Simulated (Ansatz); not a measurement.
Zr2N:
```cif
data_N2Zr4
_chemical_formula_sum 'Zr4 N2'
_space_group_name_H-M_alt 'P42/mnm'
_space_group_IT_number 136
_space_group_name_Hall '-P 4n 2n'
_cell_length_a 5.33172
_cell_length_b 5.33172
_cell_length_c 3.25255
_cell_angle_alpha 90.000
_cell_angle_beta 90.000
_cell_angle_gamma 90.000
loop_
_atom_site_label
_atom_site_type_symbol
_atom_site_symmetry_multiplicity
_atom_site_Wyckoff_symbol
_atom_site_fract_x
_atom_site_fract_y
_atom_site_fract_z
_atom_site_occupancy
Zr1 Zr 4 f 0.29606 0.29606 0.00000 1
N1 N 2 a 0.00000 0.00000 0.00000 1
```

Relaxed with LDA.

Q: Which orbitals make up the states near the Fermi level in the program Ansatz at the LDA level (PAW)?

A: Within 0.5 eV of the Fermi level: Zr 4d 82 %, Zr 5s 6 %, N 2p 6 %. Projections are on Löwdin-orthogonalised atomic valence shells; empty p or d shells of many metals are not among them.

Q: Tabulate the density of states.

A: States/eV per cell of 6 atoms, in 0.25 eV bins, energy from the Fermi level.

| E (eV) | total | Zr 4d | N 2p | Zr 5s |
|---|---|---|---|---|
| -7.85 | 0.00 | 0.00 | 0.00 | 0.00 |
| -7.60 | 0.00 | 0.00 | 0.00 | 0.00 |
| -7.35 | 0.00 | 0.00 | 0.00 | 0.00 |
| -7.10 | 0.00 | 0.00 | 0.00 | 0.00 |
| -6.85 | 0.00 | 0.00 | 0.00 | 0.00 |
| -6.60 | 0.00 | 0.00 | 0.00 | 0.00 |
| -6.35 | 0.00 | 0.00 | 0.00 | 0.00 |
| -6.10 | 2.14 | 0.72 | 1.15 | 0.19 |
| -5.85 | 3.86 | 1.30 | 2.05 | 0.34 |
| -5.60 | 4.31 | 1.36 | 2.34 | 0.42 |
| -5.35 | 4.71 | 1.33 | 2.66 | 0.51 |
| -5.10 | 3.84 | 1.06 | 2.24 | 0.35 |
| -4.85 | 4.14 | 1.18 | 2.53 | 0.26 |
| -4.60 | 7.02 | 2.02 | 4.47 | 0.25 |
| -4.35 | 7.11 | 1.99 | 4.71 | 0.12 |
| -4.10 | 3.81 | 0.92 | 2.63 | 0.07 |
| -3.85 | 2.78 | 0.58 | 1.99 | 0.06 |
| -3.60 | 3.91 | 0.72 | 2.85 | 0.10 |
| -3.35 | 0.69 | 0.17 | 0.39 | 0.09 |
| -3.10 | 0.32 | 0.15 | 0.02 | 0.12 |
| -2.85 | 0.45 | 0.22 | 0.03 | 0.16 |
| -2.60 | 0.61 | 0.32 | 0.04 | 0.21 |
| -2.35 | 0.85 | 0.48 | 0.06 | 0.28 |
| -2.10 | 1.28 | 0.79 | 0.07 | 0.36 |
| -1.85 | 4.40 | 3.54 | 0.18 | 0.55 |
| -1.60 | 5.23 | 4.37 | 0.21 | 0.48 |
| -1.35 | 3.57 | 3.11 | 0.07 | 0.26 |
| -1.10 | 5.50 | 4.63 | 0.15 | 0.49 |
| -0.85 | 5.96 | 4.89 | 0.20 | 0.54 |
| -0.60 | 4.13 | 3.42 | 0.17 | 0.31 |
| -0.35 | 3.85 | 3.16 | 0.19 | 0.25 |
| -0.10 | 3.79 | 3.07 | 0.23 | 0.23 |
| 0.15 | 2.50 | 2.06 | 0.17 | 0.15 |
| 0.40 | 2.18 | 1.83 | 0.15 | 0.11 |
| 0.65 | 2.81 | 2.37 | 0.20 | 0.14 |
| 0.90 | 3.38 | 2.87 | 0.23 | 0.16 |
| 1.15 | 4.77 | 4.12 | 0.32 | 0.15 |
| 1.40 | 4.41 | 3.78 | 0.34 | 0.12 |
| 1.65 | 2.80 | 2.39 | 0.20 | 0.09 |
| 1.90 | 2.80 | 2.44 | 0.16 | 0.09 |
| 2.15 | 2.82 | 2.46 | 0.12 | 0.12 |
| 2.40 | 3.99 | 3.51 | 0.21 | 0.13 |
| 2.65 | 4.48 | 3.96 | 0.24 | 0.11 |
| 2.90 | 5.44 | 4.61 | 0.38 | 0.13 |
| 3.15 | 4.57 | 3.98 | 0.29 | 0.09 |
| 3.40 | 4.66 | 4.08 | 0.28 | 0.09 |
| 3.65 | 4.20 | 3.68 | 0.23 | 0.09 |
| 3.90 | 4.55 | 3.96 | 0.25 | 0.11 |
| 4.15 | 3.78 | 3.26 | 0.22 | 0.11 |
| 4.40 | 5.54 | 4.53 | 0.48 | 0.19 |

Space group P4_2/mnm (anti-rutile). The workflow started from a Materials Project entry (that database holds measured and hypothetical structures alike); the Crystallography Open Database copy checked does not list it. Its standing as an ambient phase is unchecked. Symmetry was held in the LDA relaxation; of distortions, only those at the zone centre were tested. No spin polarisation was allowed. Scalar-relativistic: spin–orbit coupling is off unless named, which matters more the heavier the elements.

Potentials: the later of the program's two PAW sets.
